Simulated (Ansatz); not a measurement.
# NaYTi₂Cl₆ single point

input.yaml (Ansatz 0.2.0)

```yaml
crystal:
  lattice:
    - [0.0, 5.013323, 5.013323]
    - [5.013323, 0.0, 5.013323]
    - [5.013323, 5.013323, 0.0]
  atoms:
    - { symbol: Ti, position: [0.25, 0.25, 0.25] }
    - { symbol: Ti, position: [0.75, 0.75, 0.75] }
    - { symbol: "Y", position: [0.0, 0.0, 0.0] }
    - { symbol: Cl, position: [0.7561, 0.2439, 0.2439] }
    - { symbol: Cl, position: [0.2439, 0.7561, 0.2439] }
    - { symbol: Cl, position: [0.2439, 0.7561, 0.7561] }
    - { symbol: Cl, position: [0.7561, 0.2439, 0.7561] }
    - { symbol: Cl, position: [0.2439, 0.2439, 0.7561] }
    - { symbol: Cl, position: [0.7561, 0.7561, 0.2439] }
    - { symbol: Na, position: [0.5, 0.5, 0.5] }
  symmetry: { tolerance: 0.0003 }
kpoints:
  mp_grid: { grid: [6, 6, 6], shift: [0, 0, 0] }
  band_path:
    path:
      - [0.0, 0.0, 0.0]
      - [0.5, 0.0, 0.5]
      - [0.625, 0.25, 0.625]
      - [0.375, 0.375, 0.75]
      - [0.0, 0.0, 0.0]
      - [0.5, 0.5, 0.5]
      - [0.5, 0.25, 0.75]
      - [0.5, 0.0, 0.5]
    npoints: 8
magnetization:
  spin_polarized: false
scf:
  occupations: { method: fermi_dirac }
  lower_state_search: "off"
  max_iter: 200
hamiltonian:
  pseudopotentials: { kind: paw }
  xc: pbe
basis:
  ecutwfc: 420
  fft_grid_basis: typed
output:
  forces: true
  stress: true
  eigenvalues: true
  bader: true
  populations: true
  elf: true
  write_potential: true
  volumetric_format: npy
  dos:
    e_range: [-12, 8]
    de: 0.05
    projected: { site_lists: { Cl: [Cl], Na: [Na], Ti: [Ti], "Y": ["Y"] } }
checkpoint:
  read: saved_state
```

The saved state is an earlier solution for the same cell, perhaps on another mesh. 

Parts of the output:

```
Pseudopotentials: kind: paw
Pseudopotential: Ti, paw, valence charge 12, recommended cutoff 420 eV (normal), Ti.paw.azcp
Pseudopotential: Y, paw, valence charge 11, recommended cutoff 420 eV (normal), Y.paw.azcp
Pseudopotential: Cl, paw, valence charge 7, recommended cutoff 420 eV (normal), Cl.paw.azcp
Pseudopotential: Na, paw, valence charge 9, recommended cutoff 420 eV (normal), Na.paw.azcp
Functional definition: PBE
  exchange = pbe_x(kappa = kappa, mu = beta*pi^2/3)
  correlation = pbe_c(beta = beta)
Crystal: 10 atoms, lattice volume = 252.004 Å³
Basis set: ecut = 420 eV, 4957 PW (Γ), exchange–correlation on 96×96×96 points (8 copies of the dense FFT grid, shifted against one another)
Bands: 53, of which v1, the nominal top of the filled ones, is band 43 counted from 1 (42 counted from 0)
Symmetry: 48 space group operations
Space group: Fm-3m (ITA 225), of the structure as read, at distance tolerance 1.9e-3 Å
k-points: 16 of 216
Initial density: read from a saved state, or passed on in memory by an earlier SCF of this step, an earlier step, the calling program or the single point that the run made first
Functional: x = pbe(κ = 0.804, μ = 0.2195), c = pbe(β = 0.0667)
Free energy (F): -16817.5384 eV
Harris-Foulkes:  -16817.5384 eV  (|F-HF|=2.04e-8)
Internal energy: -16816.5859 eV  (E = F + TS)
E sigma→0 (E₀):  -16817.0622 eV
Entropy (-TS):   -0.9526 eV (-95.255 meV/atom)
Fermi energy:    6.8530 eV
--- Per-component energies (eV) ---
  E_band       = -924.2159
  E_kinetic    = 1945.5739
  E_local      = -5922.9858  (includes V_loc(G=0)·N_el)
  E_nonlocal   = 369.6343
  E_hartree    = 2164.6807
  E_xc         = -1047.7008
  E_vxc        = -1221.8022  (∫ρ·V_xc dr)
  E_paw        = -9145.4725  (= ΣΔE_a)
  E_vpaw       = -423.9913  (= ΣTr[D̂ρ^β])
  E_aug_tail   = 0.0008  (compensation charges beyond the density's cutoff)
  E_ewald      = -5180.3163
  E_smearing   = -0.9526  (= −TS)
--- Forces (eV/Å), atoms counted from 1 ---
  atom   1  Ti     0.0000     0.0000     0.0000
  atom   2  Ti     0.0000     0.0000     0.0000
  atom   3  Y      0.0000     0.0000     0.0000
  atom   4  Cl     1.6121     0.0000     0.0000
  atom   5  Cl     0.0000     1.6121     0.0000
  atom   6  Cl    -1.6121     0.0000     0.0000
  atom   7  Cl     0.0000    -1.6121     0.0000
  atom   8  Cl     0.0000     0.0000     1.6121
  atom   9  Cl     0.0000     0.0000    -1.6121
  atom  10  Na     0.0000     0.0000     0.0000
--- Stress (GPa, compression-positive) ---
        5.8420       0.0000       0.0000
        0.0000       5.8420       0.0000
        0.0000       0.0000       5.8420
  P = ⅓ Tr σ = 5.8420 GPa (58.420 kbar)
--- Löwdin populations: 10 sites ---
  site symbol       q [e]
     0     Ti     11.2453
     1     Ti     11.2453
     2      Y     10.4349
     3     Cl      7.3994
     4     Cl      7.3994
     5     Cl      7.3994
     6     Cl      7.3994
     7     Cl      7.3994
     8     Cl      7.3994
     9     Na      8.3734
  spilling = 0.0035 (of n_electrons = 86.0000)
--- Bader charges: 10 sites ---
  site symbol  charge [e]  shift [e]
     0     Ti      1.0687     0.0000
     1     Ti      1.0687     0.0000
     2      Y      2.0120     0.0003
     3     Cl     -0.8332     0.0002
     4     Cl     -0.8332     0.0002
     5     Cl     -0.8332     0.0002
     6     Cl     -0.8332     0.0002
     7     Cl     -0.8332     0.0002
     8     Cl     -0.8332     0.0002
     9     Na      0.8499     0.0007
```

Total energies depend on the potentials used, so only differences within one code and one set of settings carry meaning.

Origin: a known structure type with other elements, at an estimated volume, so it need not be a known compound. Caveats: many states at the Fermi level without spin polarisation, so a magnetic state may lie lower; atoms or cell far from equilibrium.
